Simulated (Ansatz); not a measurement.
**CaF (P4/nmm)**

These are results of DFT PBE, scalar-relativistic, plane waves, PAW (Ansatz), not measurements.

Settings: cutoff 420 eV, Γ-centred mesh 12×12×8 on the computed 4-atom cell, Gaussian smearing of 0.10 eV; no spin polarisation.

The structure is relaxed at this level of theory with its symmetry kept, and needn't be the ground state of this composition.

Space group P4/nmm:1 (No. 129). a = 3.939 Å, b = 3.939 Å, c = 5.702 Å, α = 90.00°, β = 90.00°, γ = 90.00°
| atom | site | symmetry | x | y | z |
| --- | --- | --- | --- | --- | --- |
| Ca | 2c | 4mm | 0.5000 | 0.0000 | 0.7733 |
| F | 2a | -4m2 | 0.0000 | 0.0000 | 0.0000 |

Q: Formation energy from the elements' standard states (uncorrected)?

A: -2.892 eV/atom.

Q: Kohn–Sham band gap?

A: none (metal).

Q: Density of states at the Fermi level?

A: 1.3 states/eV per cell.

Q: Bulk modulus?

A: 37 GPa.

Q: Its pressure derivative?

A: 4.2.

Q: Bader charge by site (e)?

A: Ca (2 in the cell) 0.89, F (2 in the cell) -0.89.

The cell was found from a structure generator's guess, not taken from experiment.
